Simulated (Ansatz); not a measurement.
Guessed and relaxed cells of Sr2AlO

The cell of Sr2AlO is invented: random cell by space group and Wyckoff sites (P6mm, No. 183). Lengths were set from tabulated atomic sizes, so they are only a guess.

start:

Space group P6mm (No. 183). a = 4.989 Å, b = 4.989 Å, c = 4.786 Å, α = 90.00°, β = 90.00°, γ = 120.00°
```tsv
atom	site	symmetry	x	y	z
Sr	2b	3m.	0.3333	0.6667	0.9219
Al	1a	6mm	0.0000	0.0000	0.6120
O	1a	6mm	0.0000	0.0000	0.8995
```

Level of theory: DFT PBE, scalar-relativistic, plane waves, PAW in Ansatz 0.2.0. Cutoff 420 eV, Gaussian smearing, Γ-centred meshes. Cell and atoms relax first on a coarse mesh and then on a finer one. In between, the cell is made exact in the group found at 0.06 Å. In metals the finer mesh still leaves noise of several meV/atom or more. The steps can't lower the symmetry of their start. No spin polarisation in the relaxation; trial moments died out in a coarse test.

end:

Space group P6/mmm (No. 191). a = 5.654 Å, b = 5.654 Å, c = 3.651 Å, α = 90.00°, β = 90.00°, γ = 120.00°
```
atom  site  symmetry       x       y       z
  Sr    2d      -6m2  0.3333  0.6667  0.5000
  Al    1a     6/mmm  0.0000  0.0000  0.0000
   O    1b     6/mmm  0.0000  0.0000  0.5000
```

The symmetry goes from P6mm (No. 183) to P6/mmm (No. 191). The volume per atom shrinks by 2.0 %, from 25.8 to 25.3 Å³. The shortest distance goes from 1.38 Å (Al–O) to 1.83 Å (Al–O). The energy falls by about 1.4 eV/atom (the start's value is from the coarse mesh). The end is written in a standard setting, so origin, axes and order of atoms can differ from the start's.

```json
{
  "Volume per atom": "25.27 Å³",
  "Density": "3.59 g/cm³",
  "Energy over the elements": "−0.76 eV/atom",
  "Gap on the 12×12×12 mesh of the 4-atom cell": "0 eV (a metal)"
}
```

The zero of energy is the elements' standard structures at the same level (O₂ as a molecule); no fitted shifts are applied.

The last run used Gaussian smearing of 0.10 eV. An odd number of electrons in the primitive cell allows no gap without spin; a larger cell or a magnetic state could open one. A structure relaxed within its symmetry needn't be a true minimum. In all, the 4 runs took 2.5 min on 1 thread of Arm Neoverse V1 (shared host). Another cell of Sr2AlO relaxed alike, in P-4m2, lies 292 meV/atom lower, so this cell isn't the stable form at this level.
